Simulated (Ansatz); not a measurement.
**Pressure against volume: EuSb**

```cif
data_structure
_symmetry_space_group_name_H-M 'F-43m'
_symmetry_Int_Tables_number 216
_cell_length_a 7.2621
_cell_length_b 7.2621
_cell_length_c 7.2621
_cell_angle_alpha 90.000
_cell_angle_beta 90.000
_cell_angle_gamma 90.000
_cell_volume 382.99
loop_
_atom_site_label
_atom_site_type_symbol
_atom_site_symmetry_multiplicity
_atom_site_Wyckoff_symbol
_atom_site_fract_x
_atom_site_fract_y
_atom_site_fract_z
_atom_site_occupancy
Eu1 Eu 4 a 0.00000 0.00000 0.00000 1
Sb1 Sb 4 d 0.25000 0.25000 0.75000 1
```

The runs use the primitive cell with vectors (0.000, 3.631, 3.631), (3.631, 0.000, 3.631), (3.631, 3.631, 0.000) Å, to which the k mesh refers.

The structure comes from a relaxation in the same program, started in the zincblende type, and has space group F-43m. Whether it is a known phase or the ground state wasn't checked.

Semilocal functionals without a Hubbard term describe localised f shells poorly; where the shell is localised, the real material differs.

The magnetic state is the one reached from the start moments; no search over orders was made, so it needn't be the ground state.

Spin–orbit coupling is left out, though it moves levels of the heavy atoms by tenths of an eV or more.

Levels of theory: DFT, PBE, all-electron LAPW, scalar-relativistic (Ansatz 0.2.0); DFT, PBE, PAW with Ansatz's default frozen-core files, scalar-relativistic (Ansatz 0.2.0).

For LAPW: a Γ-centred 9×9×9 k mesh, Fermi–Dirac smearing of 0.03 eV, basis error target 0.5 meV/atom, spin-polarised from start moments Eu1 7 μB. PAW takes a cutoff of 420 eV at this cell. The Ansatz runs share mesh, smearing and spin set-up. Plane-wave (PAW) pressures include the program's estimate of the Pulay term.

The cell above is scaled evenly, with fractional coordinates and shape held.

(1) Estimate the equilibrium volume and bulk modulus that LAPW (all electrons) gives for this fixed shape.

Results:

(1) V0 = 47.99 Å³/atom, B0 = 22 GPa, B0′ = 4.3, from a third-order Birch–Murnaghan fit to these pressures:
```json
{"V/V(cell)": "0.9600", "V (Å³/atom)": "45.959", "P, LAPW (GPa)": "1.03", "P, PAW (GPa)": "0.99", "moment, LAPW (μB)": "6.00", "free energy over the lowest listed, PAW (meV/atom)": "5.8"}
{"V/V(cell)": "0.9800", "V (Å³/atom)": "46.916", "P, LAPW (GPa)": "0.52", "P, PAW (GPa)": "0.47", "moment, LAPW (μB)": "6.00", "free energy over the lowest listed, PAW (meV/atom)": "1.4"}
{"V/V(cell)": "1.0000", "V (Å³/atom)": "47.874", "P, LAPW (GPa)": "0.05", "P, PAW (GPa)": "0.01", "moment, LAPW (μB)": "6.00", "free energy over the lowest listed, PAW (meV/atom)": "0.0"}
{"V/V(cell)": "1.0200", "V (Å³/atom)": "48.831", "P, LAPW (GPa)": "-0.37", "P, PAW (GPa)": "-0.41", "moment, LAPW (μB)": "6.00", "free energy over the lowest listed, PAW (meV/atom)": "1.2"}
{"V/V(cell)": "1.0400", "V (Å³/atom)": "49.789", "P, LAPW (GPa)": "-0.74", "P, PAW (GPa)": "-0.78", "moment, LAPW (μB)": "6.00", "free energy over the lowest listed, PAW (meV/atom)": "4.8"}
```
